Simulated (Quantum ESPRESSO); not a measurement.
TaAl₅AgRu (simulated cell) (calculated)

Calculation on a made-up metal alloy cell, not a measurement: no spin or spin-orbit, unrelaxed, 2900 K smearing, stress positive in tension, cell energy less fitted offsets; periodic Kohn-Sham density functional theory in plane waves with PseudoDojo standard norm-conserving scalar-relativistic pseudopotentials, each functional with its own files (v0.5 for PBE, v0.4.1 for LDA and PBEsol), eight atoms on drawn sites of a strained close-packed or body-centred lattice, each displaced and held fixed; the energy is the cell's free energy, ions and the entropy term -TS included, at the stated Fermi-Dirac width, less a fixed offset for each atom's element (shifted free energy); compositions with an open d shell lost a parallel starting moment in a cheaper test run, and other magnetic orders were not tried; an error bar is the largest change of its kind in a tighter rerun, never given below 0.002 eV, 0.02 GPa or 0.003 eV/angstrom, and covers cutoff and k-mesh only, not smearing or the files. Program: Quantum ESPRESSO 7.5.

```cif
# cell vector a (Å): 1.9339 3.9091 1.9852
# cell vector b (Å): 1.8906 -3.8628 1.9359
# cell vector c (Å): 3.9271 -0.0030 -4.0237
data_TaAl5AgRu
_symmetry_space_group_name_H-M 'P 1'
_symmetry_Int_Tables_number 1
_cell_length_a 4.7919
_cell_length_b 4.7163
_cell_length_c 5.6225
_cell_angle_alpha 90.763
_cell_angle_beta 90.861
_cell_angle_gamma 109.653
_cell_volume 119.63
loop_
_atom_site_label
_atom_site_type_symbol
_atom_site_fract_x
_atom_site_fract_y
_atom_site_fract_z
_atom_site_occupancy
Al1 Al 0.98803 0.98364 0.00804 1
Al2 Al 0.97965 0.00956 0.50732 1
Al3 Al 0.02887 0.48399 0.26443 1
Ta1 Ta 0.00678 0.49365 0.74526 1
Al4 Al 0.49819 0.03078 0.25998 1
Ag1 Ag 0.50998 0.98412 0.73672 1
Al5 Al 0.47112 0.53735 0.98485 1
Ru1 Ru 0.52111 0.51150 0.47556 1
_calc_lattice_type 'face-centred cubic'
_calc_functional 'pbe'
_calc_cutoff 1143  # eV
_calc_fermi_dirac_smearing 0.25  # eV
_calc_electrons_removed 0
_calc_k_mesh '6 x 6 x 5 shifted half a step off Gamma on each axis'
_calc_entropy_term_negative_ts -0.921  # eV
_calc_pressure 13.19  # GPa
_calc_stress_xx -16.86  # GPa
_calc_stress_yy -11.95  # GPa
_calc_stress_zz -10.76  # GPa
_calc_stress_yz 1.72  # GPa
_calc_stress_xz -6.28  # GPa
_calc_stress_xy 1.61  # GPa
_calc_shifted_free_energy 0.463  # eV
```

Atoms:
| atoms element | atom site | atom energy offset (eV) |
| --- | --- | --- |
| Al | 1 | -63.26 |
| Al | 2 | -63.26 |
| Al | 3 | -63.26 |
| Ta | 4 | -1771.44 |
| Al | 5 | -63.26 |
| Ag | 6 | -4218.03 |
| Al | 7 | -63.26 |
| Ru | 8 | -2750.51 |

Forces:
| site | x (eV/Å) | y (eV/Å) | z (eV/Å) |
| --- | --- | --- | --- |
| 1 | 0.158 | 0.13 | 0.352 |
| 2 | -0.316 | 1.697 | 0.118 |
| 3 | -0.491 | -1.167 | 0.584 |
| 4 | -0.498 | -1.759 | -0.492 |
| 5 | -0.138 | 0.207 | -0.116 |
| 6 | 1.006 | -1.801 | -0.155 |
| 7 | 0.823 | 2.466 | -0.415 |
| 8 | -0.544 | 0.227 | 0.124 |

Notes: heavy elements are run without spin-orbit coupling, which real alloys of them have; a spin test at this wide smearing found no moment, but such smearing suppresses magnetism that the real alloy may have; lattice, volume and sites are drawn at random and may be unstable or far from any real phase; energies are for the whole cell, less offsets fitted to these runs, so they are not formation energies; error bars: energy 0.0024 eV, stress 0.05 GPa, force 0.0051 eV/Å, from a tighter rerun of this cell.
